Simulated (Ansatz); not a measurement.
ZnCdSe2 in space group R3m (No. 160; Zn on 3a, Cd on 3a, Se on 3a, Se on 3a), PBEsol in the plane-wave PAW code Ansatz. The conduction-band minimum lies at Γ, with 1 equivalent valley. Second derivatives d²E/dk² of the lowest band at one valley (eV·Å²), along Cartesian directions:

| direction | d²E/dk² |
|---|---|
| [100] | 119.8 |
| [010] | 119.8 |
| [001] | 103.0 |
| [110] | 119.8 |
| [101] | 111.5 |
| [011] | 111.4 |

Problem. Find the principal effective masses, the density-of-states mass and the conductivity mass.

Solution. Off-diagonal terms follow from H_xy = H[110] − (H_xx + H_yy)/2, and m*/mₑ = 7.620 eV·Å² over each eigenvalue: 0.064, 0.064, 0.074. One valley's DOS mass (m₁m₂m₃)^(1/3) = 0.067, conductivity mass 3/(Σ 1/mᵢ) = 0.067 mₑ.

Problem. What effective density of states Nc follows at 300 K for parabolic valleys?

Solution. Nc = 2.509e19 × 1 × (0.067)^(3/2) ≈ 4.4e17 cm⁻³.

The first step of the workflow began from a Materials Project structure, measured or hypothetical; the Crystallography Open Database copy checked does not list it. Whether it is the stable phase at ambient conditions was not checked. Symmetry was held in the PBEsol relaxation; whether a distortion lowers the energy is not shown. Spin–orbit coupling is left out wherever it is not named.

Potentials: the later of the program's two PAW sets.

Edges and masses are those of Kohn–Sham bands, whose gap is no quasiparticle gap.
